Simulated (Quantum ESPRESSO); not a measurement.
# SiO₂ (P3₁21) under small displacements

```
CELL_PARAMETERS angstrom
      4.91497     0.00000     0.00000
     -2.45749     4.25649     0.00000
      0.00000     0.00000     5.43130
ATOMIC_POSITIONS crystal
  Si 0.53109 0.53109 0.00000
  Si 0.46891 0.00000 0.33333
  Si 0.00000 0.46891 0.66667
  O  0.26922 0.41339 0.78489
  O  0.58661 0.85583 0.11822
  O  0.14417 0.73078 0.45156
  O  0.41339 0.26922 0.21511
  O  0.85583 0.58661 0.88178
  O  0.73078 0.14417 0.54844
```
Geometry: a computed entry of the Materials Project; it was not checked against measured cells. It is SiO2 in P3₁21. Stability against distortions was not tested. Forces on the atoms reach 0.13 eV/Å at this level.

The last row's change in full: Si1 and its equivalents moved by 0.04 Å along (-0.50, -0.87, 0.00), space group kept; the other rows go along the same path.

Method: shieldings by PBE GIPAW on JTH datasets (Quantum ESPRESSO, modified build), 22.5 Ha, k-mesh 3×3×3 shifted, f-sum rule met within 0.004 %. Values are those of the named site's first atom. These are absolute shieldings with no macroscopic susceptibility term; δ = σ_ref − σ needs a reference computed alike. By our sweeps, such settings leave a few ppm in absolute σ. The datasets of Si hold no d projectors, which limits absolute σ on these atoms. The structure is static (0 K, no zero-point motion).

Unchanged cell: σ_iso Si (ppm) = 436.4.

Problem. How do these values move along the path (displacement (Å): -0.04, +0.04)?

Solution. 
```json
[
 {"displacement (Å)": "-0.04", "σ_iso Si (ppm)": "437.4"},
 {"displacement (Å)": "0", "σ_iso Si (ppm)": "436.4"},
 {"displacement (Å)": "+0.04", "σ_iso Si (ppm)": "435.5"}
]
```
